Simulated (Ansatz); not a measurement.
# Relaxing CaZn2Ge2

These are results of Ansatz, DFT PBEsol, scalar-relativistic, plane waves, PAW, not measurements. Run with 420 eV cutoff, 14×14×14 k-mesh, Gaussian smearing of 0.10 eV, no spin polarisation.

What was changed: relaxed at 40 GPa.

Other phases may be more stable at this pressure.

Command:

```bash
ansatz run input.yaml --threads 1 --pin off --max-ram 2560MiB --backend cpu --events-out ev --progress --plain --runs-dir out
```

Input:

```yaml
crystal:
  lattice:
    - [-1.9008218339, 1.9008218339, 4.9426193096]
    - [1.9008218339, -1.9008218339, 4.9426193096]
    - [1.9008218339, 1.9008218339, -4.9426193096]
  atoms:
    - { symbol: Ca, position: [0.0, 0.0, 0.0] }
    - { symbol: Zn, position: [0.75, 0.25, 0.5] }
    - { symbol: Zn, position: [0.25, 0.75, 0.5] }
    - { symbol: Ge, position: [0.3861444787, 0.3861444787, 0.0] }
    - { symbol: Ge, position: [0.6138555213, 0.6138555213, 0.0] }
basis:
  ecutwfc: 420
kpoints:
  mp_grid: { grid: [14, 14, 14] }
hamiltonian:
  xc: pbesol
scf:
  occupations: { method: gaussian, width: 0.1 }
output:
  forces: true
  stress: true
  eigenvalues: true
relax:
  adjacent_minimum: "off"
  f_tol: 0.008
  max_steps: 50
  cell: { stress_tol: 0.08, p_target: 40.0 }
```

F is the free energy. Steps run on the plane waves of an earlier cell, but the last one, and at times one on the way, on a freshly chosen basis, so a repeated geometry can differ a little in energy. The relaxation lowers the enthalpy F + PV at the target pressure, so F itself can rise.

Steps:

```csv
step,F − F(1) (eV),largest force component (eV/Å),V (Å³/atom),P (GPa)
1,0.0000,0.204,14.287,33.88
2,0.5935,0.032,13.774,41.39
3,0.4963,0.023,13.850,40.14
4,0.4823,0.092,13.861,39.89
5,0.4866,0.021,13.857,39.93
6,0.4929,0.000,13.852,40.00
7,0.4940,0.000,13.852,40.00
```

Relaxed structure:

```
CELL_PARAMETERS angstrom
-1.86549 1.86549 4.97551
1.86549 -1.86549 4.97551
1.86549 1.86549 -4.97551
ATOMIC_POSITIONS crystal
Ca 0.00000 0.00000 0.00000
Zn 0.75000 0.25000 0.50000
Zn 0.25000 0.75000 0.50000
Ge 0.38813 0.38813 0.00000
Ge 0.61187 0.61187 0.00000
```

The structure is tetragonal, space group I4/mmm (No. 139). Conventional cell: a = 3.731 Å, b = 3.731 Å, c = 9.951 Å, α = 90.00°, β = 90.00°, γ = 90.00°. Ca (site symmetry 4/mmm) has 8 Ge at 2.86 Å and 8 Zn at 3.11 Å as nearest neighbours. Around Zn (site symmetry -4m2) lie 4 Ge at 2.32 Å and 4 Zn at 2.64 Å. Ge (site symmetry 4mm) has 1 Ge at 2.23 Å and 4 Zn at 2.32 Å as nearest neighbours.

The run converged. The run took 4.6 min on 1 thread of Arm Neoverse V1 (shared host), peak memory 0.74 GiB.